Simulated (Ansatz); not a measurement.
Starting cell, As (space group R-3m):

```xyz
4
Lattice="3.7600 2.1709 6.6567 0.0000 2.1709 6.6567 0.0000 -2.1709 3.3284" Properties=species:S:1:pos:R:3 pbc="T T T"
As     3.7600     2.1709     8.9584
As     1.8800     1.0854     5.6301
As     3.7600     2.1709    14.3402
As     1.8800     1.0854    11.0118
```

The atoms are displaced by Q × the pattern below (from a DFPT mode at F = (0.5, 0.5, 0.0), largest move 1; Q in Å), at fixed cell. (q is in reciprocal vectors of the primitive cell; the cell shown is doubled to hold the pattern.)

```csv
atom,x,y,z
As1,0.000,0.882,0.472
As2,0.000,-0.882,-0.472
As3,0.000,-0.882,-0.472
As4,0.000,0.882,0.472
```

Computed with LDA (plane waves to 420 eV, PAW, scalar-relativistic; Ansatz, a program for electronic structure). k mesh 11×11×11 (Γ-centred), Fermi-Dirac smearing 0.05 eV. With partly filled bands, energies and forces of such displacements shift with the k mesh and the smearing. As was relaxed with its symmetry unable to fall.

At one point of the scan the forces (eV/Å) are:

| atom | Fx | Fy | Fz |
|---|---|---|---|
| As1 | 0.000 | -0.337 | -0.174 |
| As2 | 0.000 | 1.339 | 0.710 |
| As3 | 0.000 | 0.337 | 0.174 |
| As4 | 0.000 | -1.339 | -0.710 |

Which point is it?
(A) Q = 0.100 Å
(B) Q = 0.017 Å
(C) Q = 0.050 Å
(D) Q = 0.083 Å

A, Q = 0.100 Å

(A displaced cell: forces are minus the slopes of the energy, force constants its curvatures, and phonons follow from these.)
